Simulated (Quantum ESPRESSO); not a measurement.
# One change at a time to HfMo3Ru2SnTi

These are calculations, not measurements. They come from Quantum ESPRESSO 7.5, a public plane-wave density functional program. Each row is one single-point run on a made-up periodic cell of eight metal atoms, with elements, volume, strain and displacements drawn at random and not relaxed, so a cell may be unstable or far from any real phase. There is no spin polarisation or spin-orbit coupling.

Settings: PBE unless stated; PseudoDojo standard norm-conserving files; Fermi-Dirac width 0.25 eV, which means electrons at about 2900 K; cutoff 1143 eV; 8 x 4 x 3 k mesh shifted half a step off Gamma. E is the free energy of the whole cell (internal energy minus TS), so a -TS column is already part of it. Stress is positive in tension, and the pressure P is minus a third of its trace.

Checks: one run of this series was repeated at a higher cutoff and on a denser mesh, which moved values by no more than 0.005 eV, 0.05 GPa and 0.007 eV/Å, and a second program with other atomic files agreed on it to 2 % rms in force and 0.5 GPa in pressure. Known limits: the tin pseudopotential is less sure than most, with forces differing by about three percent from a second method on plain tin; heavy elements are run without spin-orbit coupling, which real alloys of them have; a spin test at this wide smearing found no moment, but such smearing suppresses magnetism that the real alloy may have.

The lattice is face-centred cubic, and the cell vectors in Å are (0.003, -2.023, -2.077); (0.026, 4.128, -4.234); (8.377, 0.019, -0.033), a volume of 143.58 Å³ in run 1. The elements on sites 1 to 8 are Mo Hf Mo Ru Ti Mo Sn Ru. Each later run makes one change to run 1 and keeps the rest. E is counted from run 1, and is n/a where other atomic files have another zero of energy.

```
run,change,V (Å³),P (GPa),-TS (eV),rms force (eV/Å),largest change of a force component (eV/Å),E (eV)
1,none,143.58,-7.74,-1.963,1.096,0.000,0.000
2,sites 5 and 7 exchanged,143.58,-8.50,-1.938,0.959,0.744,-0.200
3,all lengths scaled by +1.82 %,151.57,-14.62,-2.102,0.967,0.362,?
4,LDA in place of PBE,143.58,-18.26,-1.978,1.025,0.242,n/a
5,W on site 6,143.58,-7.97,-1.916,1.114,0.109,n/a
6,site 4 moved by +0.05 Å along z,143.58,-7.81,-1.960,1.086,0.129,-0.032
```

## Worked estimate

Along a uniform scaling dE = -P dV. The mean of the two pressures is -11.180 GPa and the volume changes by 7.99 Å³, with 160.2 GPa to one eV/Å³. The same two rows give -V dP/dV = 127 GPa for this cell with clamped atoms, which is not the bulk modulus of a real alloy.

## Withheld value

Question: what E should run 3 give?

The estimate is 0.558 eV. The calculation gave 0.566 eV. The mean of two end points misses the curvature of P, and the finite cutoff adds a little.
